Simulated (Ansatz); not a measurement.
## One input, then a changed one: ZnAg

First run: DFT, PBEsol, all-electron LAPW, scalar-relativistic (Ansatz 0.2.0).

Command: `ansatz run input.yaml --threads 1 --pin off --max-ram 2048MiB --backend cpu --events-out ev --progress --plain --runs-dir out` It took 37 s on 1 thread of AMD EPYC 9R45 96-Core Processor (Zen 5) (shared host), peak memory 0.65 GiB.

```yaml
crystal:
  lattice:
    - [3.156, 0.0, 0.0]
    - [0.0, 3.156, 0.0]
    - [0.0, 0.0, 3.156]
  atoms:
    - { symbol: Zn, position: [0.44, 0.44, 0.44] }
    - { symbol: Ag, position: [0.06, 0.06, 0.06] }
kpoints:
  mp_grid: { grid: [10, 10, 10] }
scf:
  occupations: { method: fermi_dirac, width: 0.05 }
hamiltonian:
  xc: pbesol
  pseudopotentials: { kind: all_electron, lapw: { basis_error: 0.001 } }
output:
  forces: true
  stress: true
  eigenvalues: true
  populations: true
```

The cell is entry 9008800 of the Crystallography Open Database, unrelaxed.

This run: one bond, the shortest of the undistorted cell, set to 2.077 Å.

It converges in 10 SCF iterations at a pressure of 20.0 GPa, largest force 6.382 eV/Å.

The input is then changed:

```diff
 scf:
-  occupations: { method: fermi_dirac, width: 0.05 }
+  occupations: { method: tetrahedron_uncorrected }
 hamiltonian:
```

Predict the outcome of the changed run.

It converges in 10 SCF iterations, largest force 6.391 eV/Å, free energy +68.5 meV/atom against the first run's. Results part of its log:
```
SCF 1 converged in 10 iterations: F = -193421.590229 eV  dr2 = 3.11e-8
SCF converged after 10 iterations
Free energy (F): -193421.590229 eV
Harris-Foulkes:  -193421.590229 eV  (|F-HF|=3.76e-8)
Internal energy: -193421.590229 eV  (E = F + TS)
E sigma→0 (E₀):  -193421.590229 eV
Entropy (-TS):   -0.000000 eV (-0.000 meV/atom)
Fermi energy:    17.045091 eV
--- Per-component energies (eV) ---
  E_band       = -8680.801495
  E_kinetic    = 200903.812108
  E_xc         = -5910.291900
  E_electrostatic = -388415.110437  (all electrons and nuclei)
  E_smearing   = -0.000000  (= −TS)
  E_closure    = 0.000000  (closes the sum)
  E_atoms      = -193418.041606  (free atoms, spherical and without spin; not in F)
  Σ components = -193421.590229   (vs F -193421.590229, Δ=0.00e0)
[... lines left out ...]
  atom   2  Ag    -3.68991668    -3.68991668    -3.68991668
  max |Σ_I F_I| component: 1.70e-5 eV/Å
--- Stress (GPa, compression-positive) ---
       20.449288      19.106864      19.106864
       19.106864      20.449288      19.106864
       19.106864      19.106864      20.449288
  P = ⅓ Tr σ = 20.4493 GPa (204.493 kbar)
--- Band table (eV; the first three rows and the last of 116) ---
  k-point 0: bands = ["-663.6583", "-537.7514", "-537.7130", "-537.7130", "-339.2156", "-339.1977", "-339.1977", "-339.1756", "-339.1756", "-109.0461", "-75.8077", "-63.4343", "-63.3450", "-63.3450", "-39.4247", "-39.2407", "-39.2407", "7.5048", "8.7791", "8.7791", "8.8993", "9.6824", "9.6824", "11.3160", "11.3160", "12.4038", "12.4038", "12.7616", "23.0666", "23.1288", "23.1288", "26.3115", "27.4021", "27.4021", "35.9115"]
  k-point 1: bands = ["-663.6583", "-537.7514", "-537.7130", "-537.7130", "-339.2156", "-339.1977", "-339.1977", "-339.1756", "-339.1756", "-109.0461", "-75.8076", "-63.4343", "-63.3452", "-63.3450", "-39.4255", "-39.2425", "-39.2404", "7.6640", "8.7792", "8.8311", "8.9018", "9.6589", "9.6845", "11.3218", "11.3435", "12.3766", "12.3835", "12.7209", "21.5702", "23.3301", "23.3503", "26.6772", "27.3999", "28.8111", "35.3554"]
  k-point 2: bands = ["-663.6583", "-537.7514", "-537.7130", "-537.7130", "-339.2156", "-339.1977", "-339.1977", "-339.1756", "-339.1756", "-109.0461", "-75.8072", "-63.4345", "-63.3455", "-63.3450", "-39.4279", "-39.2473", "-39.2399", "8.1155", "8.7801", "8.9139", "8.9728", "9.5935", "9.6891", "11.3458", "11.4238", "12.2711", "12.3277", "12.6625", "19.2242", "23.8985", "24.0207", "26.8879", "27.4043", "31.6307", "34.0746"]
  k-point 115: bands = ["-663.6583", "-537.7514", "-537.7130", "-537.7130", "-339.2156", "-339.1977", "-339.1977", "-339.1756", "-339.1756", "-109.0459", "-75.8032", "-63.4361", "-63.3468", "-63.3468", "-39.4498", "-39.2659", "-39.2659", "8.9652", "9.3530", "9.3530", "9.8348", "9.8348", "10.4257", "10.6672", "10.6672", "12.8020", "12.8020", "18.8088", "19.6786", "20.1464", "20.1464", "22.7753", "22.7753", "23.2125", "24.0878"]
--- Löwdin populations: 2 sites ---
  site symbol       q [e]
     0     Zn     29.2560
     1     Ag     47.0915
  spilling = 0.008475 (of n_electrons = 77.000000)
```
